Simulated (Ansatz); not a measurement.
What internal relaxation does to the elastic constants of Ti₃O₄

Computed with DFT PBEsol, scalar-relativistic, plane waves, PAW in Ansatz. Settings: 420 eV plane-wave cutoff, Γ-centred 12×12×12 mesh, Fermi-Dirac smearing of 0.15 eV. No spin polarisation.

The cell, relaxed at this level:
```xyz
7
Lattice="-2.0507 2.0507 4.0525 2.0507 -2.0507 4.0525 2.0507 2.0507 -4.0525" Properties=species:S:1:pos:R:3 pbc="T T T"
Ti    2.0507    0.0000    2.0263
Ti    0.0000    0.0000    4.0525
Ti    0.0000    2.0507    2.0263
O     2.0507    0.0000    0.0000
O     0.0000    0.0000    1.9699
O     0.0000    2.0507    0.0000
O     0.0000    0.0000    6.1352
```

In a metal, frequencies and elastic constants depend on the k mesh and the smearing, soft modes and shear constants most. Spin polarisation was left out, and a magnetic state may lie lower. A semilocal functional can close a gap that the real compound has.

Clamped-ion constants (GPa, Voigt order; atoms follow the strain homogeneously):
```
559.5  95.3  89.1   0.0   0.0   0.0
 95.3 559.5  89.1   0.0   0.0   0.0
 89.1  89.1 601.2   0.0   0.0   0.0
  0.0   0.0   0.0  85.3   0.0   0.0
  0.0   0.0   0.0   0.0  85.3   0.0
  0.0   0.0   0.0   0.0   0.0  83.3
```

What are the constants once the atoms relax in each strained cell?

Results:

```
541.0 108.2  73.0   0.0   0.0   0.0
108.2 541.0  73.0   0.0   0.0   0.0
 73.0  73.0 509.0   0.0   0.0   0.0
  0.0   0.0   0.0  83.5   0.0   0.0
  0.0   0.0   0.0   0.0  83.5   0.0
  0.0   0.0   0.0   0.0   0.0  83.3
```
The Voigt shear modulus goes from 147.2 to 139.2 GPa and the Voigt bulk modulus from 251.9 to 233.3 GPa. Relaxation subtracts ΛᵀK⁻¹Λ/V, with Λ the forces that a strain puts on the atoms and K the zone-centre force constants. At a stable cell this can only lower the diagonal constants, and it acts only for strains that share their symmetry with an optical mode; elsewhere, and where the coupling is weak, the constants hardly move.

Cost: 2 runs of about 76 core-minutes in all, on AMD EPYC (Zen 3) (shared hosts).